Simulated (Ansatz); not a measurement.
A generated cell, not matched to a known phase here, of MoF: P6₃/mmc (No. 194), hP4, NiAs type; a = b = 2.6319 Å, c = 7.9764 Å, α = β = 90.00°, γ = 120.00°; Mo 2a (0.000, 0.000, 0.000); F 2d (0.667, 0.333, 0.250). Method: PBEsol (plane waves to 420 eV, PAW, scalar-relativistic; Ansatz, an electronic-structure program). Element references, the lowest calculated here: Mo (Im-3m), F (R-3m, a generated molecular cell); gases are represented by their molecular solids.

Problem. What is the computed formation energy of this P6₃/mmc form of MoF from the elements (PBEsol)?

Solution. -0.36 eV/atom.

A lower structure of this composition may exist, and whether it forms at all is not checked here.

Static energies, no anion corrections, no zero-point energy. Values are rounded to 0.01 eV/atom. Not shown to be the ambient phase of their composition (a lower form may be missing, and a cell relaxed within its start's symmetry can be a saddle point): MoF (P6₃/mmc). The compounds carry no spin polarisation. No Hubbard U is applied.
